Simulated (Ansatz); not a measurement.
LiF (rock salt) is sheared across one {110} plane: the third cell vector gains the shift, so faults repeat every 4.3 Å. The cut lies between planes 1.44 Å apart; the cell height is held.

```
LiF
1.0
    2.87642     0.00000     0.00000
    0.00000     4.06787     0.00000
    1.43821     2.03393     4.31462
F Li
3 3
Cartesian
  1.19851   1.69494   3.59552
  1.19851   1.69494   0.71910
  2.63672   3.72888   2.15731
  1.19851   3.72888   3.59552
  1.19851   3.72888   0.71910
  2.63672   1.69494   2.15731
```

In-plane vectors a = (2.876, 0.000) Å, b = (0.000, 4.068) Å, area 11.70 Å². The shift is s times the vector a (length 2.876 Å), so s = 1 restores the start. Atoms relax along the normal only. γ = [E(shift) − E(0)] / area.

Computed with PBE (plane waves to 420 eV, PAW, scalar-relativistic; Ansatz, a first-principles code). k mesh 10×10×10 (Γ-centred), Fermi-Dirac smearing 0.05 eV. E is the zero-smearing estimate. Faults lie only 4.3 Å apart, and holding the cell height raises γ above its relaxed value. LiF was relaxed with its symmetry unable to fall. The zero of γ is zero shift.

```json
[
 {"s": "0.000", "γ (mJ/m²)": "0"},
 {"s": "0.083", "γ (mJ/m²)": "58"},
 {"s": "0.167", "γ (mJ/m²)": "withheld"},
 {"s": "0.250", "γ (mJ/m²)": "288"},
 {"s": "0.333", "γ (mJ/m²)": "382"},
 {"s": "0.417", "γ (mJ/m²)": "443"},
 {"s": "0.500", "γ (mJ/m²)": "465"},
 {"s": "0.583", "γ (mJ/m²)": "443"},
 {"s": "0.667", "γ (mJ/m²)": "382"},
 {"s": "0.750", "γ (mJ/m²)": "288"},
 {"s": "0.833", "γ (mJ/m²)": "withheld"},
 {"s": "0.917", "γ (mJ/m²)": "58"}
]
```

Q: Fit a Fourier form (three harmonics of 1 − cos and sin) to the given rows and predict γ at s = 0.833.

A: Least squares on the 10 given rows: γ = (224.5)·[1 − cos(2πs)] + (28.7)·[1 − cos(4πs)] + (9.1)·[1 − cos(6πs)], in mJ/m²; root-mean-square residual 2.7 mJ/m². At 0.833 the fit gives 174 mJ/m²; the calculation gives 174 mJ/m², the same to the digits shown. 

(The slope of γ gives the shear force per area between the displaced halves; near zero shift its curvature is an elastic stiffness.)
